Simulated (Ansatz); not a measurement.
Relaxed KBr (rock salt):

```
KBr
1.0
    0.00000     6.70523     6.70523
    3.35261     3.35261     6.70523
    3.35261     3.35261     0.00000
Br K
2 2
Direct
  0.00000   0.00000   0.00000
  0.50000   0.00000   0.00000
  0.00000   0.50000   0.50000
  0.50000   0.50000   0.50000
```

The atoms are displaced by Q × the pattern below (from a DFPT mode at X = (0.5, 0.5, 0.0), largest move 1; Q in Å), at fixed cell. It is one choice among 2 degenerate patterns. (q is in reciprocal vectors of the primitive cell; the cell shown is doubled to hold the pattern.)

```tsv
atom	x	y	z
Br1	0.000	-0.439	0.000
Br2	0.000	0.439	0.000
K3	0.000	-1.000	0.000
K4	0.000	1.000	0.000
```

Level of theory: PBE (plane waves to 420 eV, PAW, scalar-relativistic; Ansatz, a program for electronic structure). k mesh 9×9×9 (Γ-centred), Fermi-Dirac smearing 0.05 eV. KBr was relaxed with its symmetry unable to fall. 

```
Q (Å)   −dE/dQ from forces (eV/Å)
------  -------------------------
-0.180                      0.943
-0.150                      0.744
-0.120                      0.568
-0.090                      0.410
-0.060                      0.266
-0.030                      0.131
0.000                       0.000
0.030                      -0.131
0.060                      -0.266
0.090                      -0.410
0.120                      -0.568
0.150                      -0.744
0.180                      -0.943
```

### Question
What harmonic wavenumber does the curvature at Q = 0 give?

### Answer
104 cm⁻¹. E″ = 4.34 eV/Å², M = Σ mᵢ|uᵢ|² = 109.0 u, ν̃ = 521.5·√(|E″|/M).

(A displaced cell: forces are minus the slopes of the energy, force constants its curvatures, and phonons follow from these.)
